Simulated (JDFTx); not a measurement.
Tl(0001) slab cut from bulk Tl (space group P6_3/mmc, indices of the conventional cell, lattice of the Materials Project entry mp-82, not re-optimised): 4 atoms in 4 planes, a 1x1 cell of 10.59 Å² (|a| = 3.497, |b| = 3.497 Å), 8.6 Å between the outermost planes, cell height 24.5 Å, 8×8×1 k mesh, Fermi smearing 0.01 Ha, no spin polarisation.

Method: PBE, GBRV ultrasoft potentials, plane waves to 20/100 Ha, in JDFTx (a modified build). Liquid: linear PCM (GLSSA13), water, 2 M NaCl. The neutral cell holds 52 valence electrons and has two faces of 10.593 Å² each. Last filling lines of the neutral and of a charged run (μ in hartree, zero in the bulk liquid):

```
FillingsUpdate:  mu: -0.120649170  nElectrons: 52.000000
FillingsUpdate:  mu: -0.128018411  nElectrons: 51.947100
```

Worked example: both potentials, by the convention U = −μ/e − 4.44 V vs SHE, the surface charge density and the mean capacitance.

U_pzc = 0.12065 × 27.2114 − 4.44 = -1.16 V; U = 0.12802 × 27.2114 − 4.44 = -0.96 V. The cell has -0.0529 excess electrons, a net charge of 0.0529 e, shared by two faces: σ = 0.0529 e / (2 × 10.593 Å²) = 0.00250 e/Å² = 4.0 μC/cm² (1 e/Å² = 1602.18 μC/cm²). C = σ/(U − U_pzc) = 4.0/0.20 ≈ 20 μF/cm².
